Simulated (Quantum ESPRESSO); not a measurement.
# RuGaAg2Pd2W2: input and log of a self-consistent run

Computed values, not a measurement. The program is pw.x of Quantum ESPRESSO 7.5 (plane-wave density functional theory). The cell is made up: eight metal atoms on a hexagonal close-packed lattice, with elements, volume, strain and displacements drawn at random and not relaxed, so it may be unstable or far from any real phase. PseudoDojo standard norm-conserving files set the functional (PBE unless stated); there is no spin polarisation or spin-orbit coupling, the Fermi-Dirac width of 0.25 eV means electrons at about 2900 K, and the masses in the input are unused placeholders. Heavy elements are run without spin-orbit coupling, which real alloys of them have. A spin test at this wide smearing found no moment, but such smearing suppresses magnetism that the real alloy may have.

Input:

```
&control calculation='scf', pseudo_dir='./dojo.nc.sr.pbe.v0_5.standard.upf', outdir='./o', disk_io='minimal', tprnfor=.true., tstress=.true. /
&system ibrav=0, nat=8, ntyp=5, nbnd=82, ecutwfc=84.00895049, nosym=.true., tot_charge=0,
 occupations='smearing', smearing='fd', degauss=0.0183746611
/
&electrons conv_thr=1.470e-08, electron_maxstep=70, mixing_beta=0.5 /
ATOMIC_SPECIES
Ag 1.0 Ag.upf
Ga 1.0 Ga.upf
Pd 1.0 Pd.upf
Ru 1.0 Ru.upf
W 1.0 W.upf
CELL_PARAMETERS angstrom
-2.8861 0.0 0.0
0.0 4.9989 0.0
1.443 -2.4994 -9.5598
ATOMIC_POSITIONS angstrom
Ru 0.0347 -0.0443 -0.1151
Ga 0.0805 1.6481 -2.3216
Ag 0.0249 -0.0232 -4.6384
Pd -0.1249 1.5216 -7.1145
Pd -1.5279 2.5089 0.0619
Ag -1.2885 4.2502 -2.4532
W -1.3707 2.4462 -4.7919
W -1.3221 -0.6677 -7.1186
K_POINTS automatic
8 5 3 1 1 1
```

The log is shortened where brackets say so; the opening notice, blank lines, dates and the lines on written files are dropped, and the path of the files is cut. It prints rydbergs, bohrs and kilobars, and counts compression as positive stress. Its total energy is the free energy E - TS of the whole cell.

```
     Program PWSCF v.7.5
     Parallel version (MPI & OpenMP), running on       4 processor cores
     Number of MPI processes:                 4
     Threads/MPI process:                     1
     [start-up lines left out]
     bravais-lattice index     =            0
     lattice parameter (alat)  =       5.4539  a.u.
     unit-cell volume          =     930.7461 (a.u.)^3
     number of atoms/cell      =            8
     number of atomic types    =            5
     number of electrons       =       131.00
     number of Kohn-Sham states=           82
     kinetic-energy cutoff     =      84.0090  Ry
     charge density cutoff     =     336.0358  Ry
     scf convergence threshold =      1.5E-08
     mixing beta               =       0.5000
     number of iterations used =            8  plain     mixing
     Exchange-correlation= PBE
                           (   1   4   3   4   0   0   0)
     [axes and pseudopotential details left out]
   Cartesian axes
     site n.     atom                  positions (alat units)
         1        Ru     tau(   1) = (   0.0120231  -0.0153494  -0.0398808  )
         2        Ga     tau(   2) = (   0.0278923   0.5710474  -0.8044073  )
         3        Ag     tau(   3) = (   0.0086276  -0.0080385  -1.6071515  )
         4        Pd     tau(   4) = (  -0.0432764   0.5272167  -2.4650913  )
         5        Pd     tau(   5) = (  -0.5293995   0.8693046   0.0214476  )
         6        Ag     tau(   6) = (  -0.4464502   1.4726447  -0.8500052  )
         7        W      tau(   7) = (  -0.4749316   0.8475798  -1.6603375  )
         8        W      tau(   8) = (  -0.4580922  -0.2313503  -2.4665119  )
     number of k points=    60  Fermi-Dirac smearing, width (Ry)=  0.0184
                       cart. coord. in units 2pi/alat
        k(    1) = (  -0.0625000   0.0577347  -0.0748453), wk =   0.0333333
        k(    2) = (  -0.0625000   0.0577347   0.1264211), wk =   0.0333333
     [further k points left out]
     Dense  grid:    96689 G-vectors     FFT dimensions: (  32,  60, 120)
     Estimated max dynamical RAM per process >     421.54 MB
     Estimated total dynamical RAM >       1.58 GB
     Initial potential from superposition of free atoms
     starting charge     130.9943, renormalised to     131.0000
     Starting wfcs are   77 randomized atomic wfcs +    5 random wfcs
     total cpu time spent up to now is        7.7 secs
     per-process dynamical memory:   336.4 Mb
     Self-consistent Calculation
     iteration #  1     ecut=    84.01 Ry     beta= 0.50
     Davidson diagonalization with overlap
     ethr =  1.00E-02,  avg # of iterations =  3.1
     total cpu time spent up to now is       28.1 secs
     total energy              =   -1812.16891707 Ry
     estimated scf accuracy    <      12.80183466 Ry
     iteration #  2     ecut=    84.01 Ry     beta= 0.50
     Davidson diagonalization with overlap
     ethr =  9.77E-03,  avg # of iterations =  3.0
     total cpu time spent up to now is       49.8 secs
     total energy              =   -1805.57086565 Ry
     estimated scf accuracy    <     202.01001516 Ry
     iteration #  3     ecut=    84.01 Ry     beta= 0.50
     Davidson diagonalization with overlap
     ethr =  9.77E-03,  avg # of iterations =  5.3
     total cpu time spent up to now is       73.8 secs
     total energy              =   -1817.49604371 Ry
     estimated scf accuracy    <      50.52757561 Ry
     iteration #  4     ecut=    84.01 Ry     beta= 0.50
     Davidson diagonalization with overlap
     ethr =  9.77E-03,  avg # of iterations =  2.7
     total cpu time spent up to now is       92.2 secs
     total energy              =   -1819.90840041 Ry
     estimated scf accuracy    <      21.67994563 Ry
     iteration #  5     ecut=    84.01 Ry     beta= 0.50
     Davidson diagonalization with overlap
     ethr =  9.77E-03,  avg # of iterations =  1.1
     total cpu time spent up to now is      107.6 secs
     total energy              =   -1820.38040424 Ry
     estimated scf accuracy    <       6.53196741 Ry
     [iterations 6 to 14 left out]
     iteration # 15     ecut=    84.01 Ry     beta= 0.50
     Davidson diagonalization with overlap
     ethr =  4.13E-08,  avg # of iterations =  1.1
     total cpu time spent up to now is      281.3 secs
     total energy              =   -1820.34492105 Ry
     estimated scf accuracy    <       0.00003447 Ry
     iteration # 16     ecut=    84.01 Ry     beta= 0.50
     Davidson diagonalization with overlap
     ethr =  2.63E-08,  avg # of iterations =  1.0
     total cpu time spent up to now is      297.2 secs
     total energy              =   -1820.34492329 Ry
     estimated scf accuracy    <       0.00000403 Ry
     iteration # 17     ecut=    84.01 Ry     beta= 0.50
     Davidson diagonalization with overlap
     ethr =  3.08E-09,  avg # of iterations =  1.0
     total cpu time spent up to now is      313.0 secs
     total energy              =   -1820.34492352 Ry
     estimated scf accuracy    <       0.00000116 Ry
     iteration # 18     ecut=    84.01 Ry     beta= 0.50
     Davidson diagonalization with overlap
     ethr =  8.83E-10,  avg # of iterations =  2.0
     total cpu time spent up to now is      330.1 secs
     total energy              =   -1820.34492361 Ry
     estimated scf accuracy    <       0.00000069 Ry
     iteration # 19     ecut=    84.01 Ry     beta= 0.50
     Davidson diagonalization with overlap
     ethr =  5.27E-10,  avg # of iterations =  1.0
     total cpu time spent up to now is      345.9 secs
     End of self-consistent calculation
     [lines on levels left out]
!    total energy              =   -1820.34492367 Ry
     estimated scf accuracy    <       0.00000001 Ry
     smearing contrib. (-TS)   =      -0.10538340 Ry
     internal energy E=F+TS    =   -1820.23954027 Ry
     The total energy is F=E-TS. E is the sum of the following terms:
     one-electron contribution =    -617.60518331 Ry
     hartree contribution      =     386.68426771 Ry
     xc contribution           =    -318.93685721 Ry
     ewald contribution        =   -1270.38176747 Ry
     convergence has been achieved in  19 iterations
     Forces acting on atoms (cartesian axes, Ry/au):
     atom    1 type  4   force =    -0.00041106    0.03107394    0.04746885
     atom    2 type  2   force =     0.00081399    0.01538042    0.01035418
     atom    3 type  1   force =     0.01522943   -0.00426132   -0.04232320
     atom    4 type  3   force =     0.02945228    0.07113474    0.00098277
     atom    5 type  3   force =     0.01349731   -0.00687202    0.00002475
     atom    6 type  1   force =    -0.01588246   -0.03110779    0.03391234
     atom    7 type  5   force =    -0.01026763    0.02802689   -0.03436524
     atom    8 type  5   force =    -0.03243185   -0.10337486   -0.01605445
     Total force =     0.167930     Total SCF correction =     0.000594
     Computing stress (Cartesian axis) and pressure
          total   stress  (Ry/bohr**3)                   (kbar)     P=     -109.15
  -0.00082029   0.00010250  -0.00004934         -120.67       15.08       -7.26
   0.00010250  -0.00044851   0.00017209           15.08      -65.98       25.32
  -0.00004934   0.00017209  -0.00095720           -7.26       25.32     -140.81
     init_run     :      7.07s CPU      7.32s WALL (       1 calls)
     electrons    :    331.48s CPU    338.23s WALL (       1 calls)
     forces       :      2.37s CPU      2.37s WALL (       1 calls)
     stress       :      8.16s CPU      8.16s WALL (       1 calls)
     [timing details left out]
     PWSCF        :   5m49.43s CPU   5m56.52s WALL
     JOB DONE.
```

In other units: free energy -24767.054 eV for the cell, pressure -10.92 GPa, largest force component 2.658 eV/Å in size. The run took 358 s of wall time with four MPI processes on a shared machine (Intel Xeon, 2023 or later, virtual cores), so the time is rough. A rerun of this cell at a higher cutoff and on a denser mesh moved values by no more than 0.008 eV in energy, 0.07 GPa in stress and 0.009 eV/Å in force, and a second program with other atomic files agreed on that cell to 2 % rms in force and 0.5 GPa in pressure.